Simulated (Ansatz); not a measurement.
VBiO4 (scheelite type, space group I4_1/a)

```
VBiO4
1.0
   -2.56052     2.56052     5.81154
    2.56052    -2.56052     5.81154
    2.56052     2.56052    -5.81154
Bi V O
2 2 8
Direct
  0.75000   0.25000   0.50000
  0.00000   0.00000   0.00000
  0.25000   0.75000   0.50000
  0.50000   0.50000   0.00000
  0.07985   0.96774   0.39015
  0.57759   0.68969   0.60985
  0.71774   0.82759   0.38789
  0.43969   0.32985   0.61211
  0.67015   0.28226   0.10985
  0.17241   0.56031   0.89015
  0.03226   0.42241   0.11211
  0.31031   0.92015   0.88789
```

The slice is a (100) plane (indices of the conventional cell) through the point (0.172, 0.560, 0.890) (fractional), spanned by u = [101] and v = [110] in vectors of this cell: u (5.12 Å) and v (11.62 Å, at 90° to u). It covers one period; positions are fractions (u, v).

All values below come from r2SCAN (plane waves to 500 eV, PAW, scalar-relativistic; Ansatz, a program for electronic structure). k mesh 7×7×7. Near the nuclei the fields are pseudised (PAW); where an atom keeps semicore shells as valence, they peak there. Spin-orbit coupling is left out, though Bi is heavy. The PAW data are Ansatz's earlier set. This is one of several known forms of VBiO4; the measured ambient cells at hand have space group No. 15 or 60. VBiO4 is run without spin polarisation. VBiO4 was relaxed with its symmetry unable to fall.

Problem. Sketch the valence electron density on this plane as a map.

Solution. 
```
|%%**--....::::....--**|
|==--..  ..::----------|
|::..    ..::--==**++--|
|----::..  ..--**####==|
|==++++::    ::++****==|
|++##**--....::--==----|
|==++++--..::==++==::::|
|::--==--::==**##++::  |
|..--++**====++**==..  |
|::==####**------::    |
|::==****++::....    ..|
|------==------..    ::|
|::::..::==****==..  ..|
|....  ::**@@@@**--....|
|..    ::++%%%%**++==::|
|::..  ..--==++++****==|
|==..      ..::--++****|
|++::  ..::::..::==**##|
|==....--++==::..--++++|
|::..--++##**--....::::|
|..::==******--      ..|
|====**##++--::    ..--|
|%%**++++--::..    --**|
|@@%%==::......  ..==%%|
```
Scale: ten equal steps from -1.47 (start of ' ') to 0.94 (end of '@'), in the order ' .:-=+*#%@'. Values: log₁₀ of the valence density in e/Å³. The map has 11 points along u (two characters each, u = 0 at the left) and 24 along v (v = 0 in the bottom row). The scale is logarithmic, as a density can span decades between atoms and voids.
